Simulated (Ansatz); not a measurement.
Molecular dynamics on a 2×2×2 supercell (16 atoms) of CdTe (zincblende), relaxed with r2SCAN. Forces come from PBE in Ansatz 0.2.0: a Langevin thermostat at fixed volume, 300 K, steps of 3 fs. Classical nuclei, no spin polarisation; a few dozen steps show the first response, not equilibrium.

```yaml
crystal:
  lattice:
    - [0.0, 6.5599102315, 6.5599102315]
    - [6.5599102315, 0.0, 6.5599102315]
    - [6.5599102315, 6.5599102315, 0.0]
  atoms:
    - { symbol: Cd, position: [0.0, 0.0, 0.0] }
    - { symbol: Te, position: [0.125, 0.125, 0.125] }
    - { symbol: Cd, position: [0.0, 0.0, 0.5] }
    - { symbol: Te, position: [0.125, 0.125, 0.625] }
    - { symbol: Cd, position: [0.0, 0.5, 0.0] }
    - { symbol: Te, position: [0.125, 0.625, 0.125] }
    - { symbol: Cd, position: [0.0, 0.5, 0.5] }
    - { symbol: Te, position: [0.125, 0.625, 0.625] }
    - { symbol: Cd, position: [0.5, 0.0, 0.0] }
    - { symbol: Te, position: [0.625, 0.125, 0.125] }
    - { symbol: Cd, position: [0.5, 0.0, 0.5] }
    - { symbol: Te, position: [0.625, 0.125, 0.625] }
    - { symbol: Cd, position: [0.5, 0.5, 0.0] }
    - { symbol: Te, position: [0.625, 0.625, 0.125] }
    - { symbol: Cd, position: [0.5, 0.5, 0.5] }
    - { symbol: Te, position: [0.625, 0.625, 0.625] }
kpoints:
  mp_grid: { grid: [2, 2, 2] }
hamiltonian:
  xc: pbe
scf:
  occupations: { method: fermi_dirac, width: 0.026 }
md:
  ensemble: nvt_langevin
  temperature: 300
  timestep: 3.0
  n_steps: 40
  initial_velocities: maxwell_boltzmann
  seed: 7396
```

Command: `ansatz run input.yaml --threads 4 --pin off --max-ram 3686MiB --backend cpu --events-out ev --progress --plain --runs-dir out`.

**Question.** What wall time did it need on 4 threads of Arm Neoverse V2, with other jobs on the host, load about 0.6 per core, and how much host memory at the peak?

**Answer.** About 5.3 min, with a peak of 2.5 GiB.

```csv
step,t (fs),T (K),free energy F from step 0 (meV/atom),kinetic energy (meV/atom),largest force (eV/Å)
0,0,281,0.0,36.4,0.00
1,3,305,0.1,39.4,0.06
2,6,255,0.4,33.0,0.13
3,9,252,0.9,32.6,0.19
4,12,256,1.5,33.1,0.25
5,15,276,2.4,35.7,0.31
6,18,276,3.4,35.7,0.38
7,21,243,4.6,31.4,0.46
8,24,268,5.9,34.7,0.54
9,27,271,7.4,35.1,0.61
10,30,264,8.9,34.1,0.67
11,33,227,10.4,29.4,0.71
12,36,212,11.8,27.4,0.76
13,39,179,13.0,23.1,0.80
14,42,170,14.2,22.0,0.83
15,45,154,15.1,19.9,0.85
16,48,144,16.0,18.6,0.88
17,51,143,16.7,18.4,0.89
18,54,169,17.2,21.9,0.90
19,57,162,17.7,21.0,0.90
20,60,150,18.2,19.4,0.89
21,63,166,18.5,21.4,0.88
22,66,185,18.7,23.9,0.86
23,69,180,18.8,23.2,0.83
24,72,192,18.7,24.8,0.80
25,75,201,18.7,25.9,0.77
26,78,215,18.8,27.8,0.75
27,81,167,18.8,21.5,0.74
28,84,172,18.7,22.3,0.73
29,87,163,18.5,21.0,0.71
30,90,201,18.2,26.0,0.70
31,93,204,17.9,26.4,0.68
32,96,217,17.3,28.0,0.66
33,99,232,16.7,30.0,0.64
34,102,224,16.1,29.0,0.63
35,105,259,15.7,33.5,0.61
36,108,256,15.5,33.0,0.59
37,111,254,15.5,32.8,0.59
38,114,277,15.7,35.8,0.64
39,117,269,16.0,34.8,0.69
40,120,279,16.3,36.1,0.74
```

The temperature starts at 281 K, is lowest at step 17 (143 K, 51 fs) and ends at 279 K. The atoms start on their lattice sites with kinetic energy alone, so much of it first passes into potential energy. By the last step the atoms have moved 0.16 Å in the root mean square, the drift of the whole cell taken out, 0.26 Å at most.

Positions (Å) and forces (eV/Å) at step 40:
```
Cd  -0.023  -0.083  -0.074    -0.101  -0.116   0.084
Te   1.716   1.645   1.444    -0.160  -0.174   0.116
Cd   3.429   3.372   0.022     0.241   0.215   0.253
Te   4.950   5.003   1.830    -0.052  -0.016  -0.147
Cd   3.309   0.083   3.190    -0.498   0.109   0.223
Te   4.795   1.618   4.972     0.449   0.131   0.195
Cd   6.578   3.264   3.441    -0.100  -0.018  -0.136
Te   8.326   4.921   4.941    -0.243   0.235  -0.135
Cd   0.144   3.190   3.171    -0.214  -0.007   0.042
Te   1.696   4.719   4.979    -0.370   0.469  -0.075
Cd   3.104   6.641   3.470     0.353  -0.264  -0.092
Te   4.927   8.277   4.887     0.335  -0.269   0.067
Cd   3.352   3.348   6.719    -0.132  -0.504   0.233
Te   4.923   4.978   8.309     0.618  -0.287  -0.287
Cd   6.559   6.498   6.503    -0.024   0.190   0.020
Te   8.142   8.147   8.297    -0.103   0.307  -0.361
```
